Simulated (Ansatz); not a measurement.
Zr2Ir:
Space group I4/mcm (No. 140); a = b = 6.4155 Å, c = 5.5951 Å, α = β = γ = 90.00°

| atom | site | symmetry | x | y | z |
|---|---|---|---|---|---|
| Zr | 8h | m.2m | 0.3322 | 0.1678 | 0.0000 |
| Ir | 4a | 422 | 0.0000 | 0.0000 | 0.2500 |
(The calculation used a cell of 6 atoms; values per cell refer to that cell.)

Relaxed at zero pressure with plane-wave PAW LDA (Ansatz code).

The volume is lowered by 6 % and shape and atoms relax at that volume. What pressure results, and how do the axes share the change?

10.5 GPa; a -1.7 %, b -1.7 %, c -2.7 %; the energy rises by 36 meV/atom.

Give the new structure.


Space group I4/mcm (No. 140); a = b = 6.305 Å, c = 5.445 Å, α = β = γ = 90.00°

| atom | site | symmetry | x | y | z |
|---|---|---|---|---|---|
| Zr | 8h | m.2m | 0.3373 | 0.1627 | 0.0000 |
| Ir | 4a | 422 | 0.0000 | 0.0000 | 0.2500 |

The phase is kept; no other phase was compared at this pressure.

The first step of the workflow began from a Materials Project structure, measured or hypothetical; the Crystallography Open Database copy checked does not list it. Whether it is the stable phase at ambient conditions was not checked. The cell was relaxed with LDA under the symmetry of its start; whether a distortion lowers the energy is not shown. The run is not spin-polarised. Axis ratios of metals converge slowly with the k-mesh, so a and c are less sure than the volume. Scalar-relativistic: spin–orbit coupling is off unless named, which matters more the heavier the elements.

Potentials: the later of the program's two PAW sets.
